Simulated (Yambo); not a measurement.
```
AlP
1.0
    0.00000     2.73489     2.73489
    2.73489     0.00000     2.73489
    2.73489     2.73489     0.00000
Al P
1 1
Direct
  0.00000   0.00000   0.00000
  0.25000   0.25000   0.25000
```

AlP (zinc blende, space group F-43m, No. 216) under isotropic strain (on all lattice vectors), counted from the cell relaxed with PBEsol, atoms relaxed at each step. norm-conserving PBEsol (Quantum ESPRESSO, 44 Ry, scalar-relativistic); G0W0 in Yambo (4×4×4 Γ-centred k mesh, 148 bands and a 14 Ry block in the screening, 148 bands in G with the Bruneval-Gonze terminator, plasmon pole fitted at 27.2 eV).

Unstrained, the direct gap at Γ is 3.13 eV in PBEsol and 4.13 eV in G0W0.

Question: How fast does it move with strain?

Answer: Between -0.7 % and +1 % the direct gap at Γ has a volume deformation potential dE/dlnV of -8.9 eV in G0W0 and -8.3 eV in PBEsol. (G0W0: 4.323 eV at -0.7 %, 3.872 eV at +1 %; Δ ln V = 3 ln(1.01/0.993) = 0.0509.) Convergence of the GW settings isn't established.
